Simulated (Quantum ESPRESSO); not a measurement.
```
CELL_PARAMETERS angstrom
      0.00000     3.70694     3.70694
      3.70694     0.00000     3.70694
      3.70694     3.70694     0.00000
ATOMIC_POSITIONS crystal
  K  0.75000 0.75000 0.75000
  K  0.25000 0.25000 0.25000
  S  0.00000 0.00000 0.00000
```
The geometry is a computed Materials Project entry, not a measured one. It is K2S in Fm-3m; whether this form has been observed was not checked. Stability against distortions was not tested.

With PBE (σ by GIPAW in a modified build of Quantum ESPRESSO; JTH PAW datasets, 20 Ha):

| quantity | PBE |
|---|---|
| σ_iso K (ppm) | 1048.8 |
| σ_iso S (ppm) | 581.8 |

Shieldings are absolute and leave out the bulk-susceptibility term; a larger σ means a smaller chemical shift. By our sweeps, such settings leave a few ppm in absolute σ. No d partial waves on S: the paramagnetic term there is incompletely reconstructed.

**Question.** What does the LDA, on its own JTH datasets and the same geometry, give?

**Answer.** 
```json
[
 {"quantity": "σ_iso K (ppm)", "LDA": "1012.9", "LDA − PBE": "-35.9"},
 {"quantity": "σ_iso S (ppm)", "LDA": "518.9", "LDA − PBE": "-63.0"}
]
```
